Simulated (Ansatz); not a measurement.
# AlIn$_{2}$N$_{3}$: pressure against volume

AlIn$_{2}$N$_{3}$, Cmc2_1, a = 10.187 Å, b = 5.863 Å, c = 5.445 Å. The structure is a Materials Project entry; whether it is the stable form wasn't checked. Ansatz: PBEsol, PAW, 420 eV, Γ-centred 6×6×6 mesh on 12 atoms, Gaussian smearing 0.02 eV; no spin polarisation. Shape and atoms are relaxed at each volume; pressure is positive in compression.

| V (Å³/atom) | P (GPa) |
| --- | --- |
| 11.924 | ? |
| 12.330 | 18.05 |
| 12.737 | 11.05 |
| 13.143 | 5.08 |
| 13.550 | -0.01 |
| 13.956 | -4.33 |
| 14.363 | -8.02 |
| 14.905 | -12.08 |

**Question.** Take V0 = 13.550 Å³/atom, count pressures from its P0 = -0.01 GPa, fit the third-order Birch–Murnaghan form to the other rows, and predict the missing pressure.

**Answer.** With the Eulerian strain f = ½[(V0/V)^(2/3) − 1] and y = (P − P0)/[3f(1 + 2f)^(5/2)], the form is the line y = B0 + 1.5 B0 (B0′ − 4) f. Rows (f, y): 0.03246, 158.5; 0.02106, 157.9; 0.01027, 157.0; -0.00974, 155.3; -0.01905, 154.5; -0.03078, 153.2. Means f = 0.0007033, y = 156.07; Σ(Δf)² = 0.003005, ΣΔfΔy = 0.2527; the slope is their ratio. y = 156.0 + 84.11 f GPa, so B0 = 156.0 GPa and B0′ = 4 + 2 × (84.11)/(3 × 156.0) = 4.36. At V = 11.924, f = 0.04448, y = 159.74 and P = 26.37 GPa. The run gave 26.27 GPa, so the fit is 0.10 GPa too high, a small miss on the scale of the series.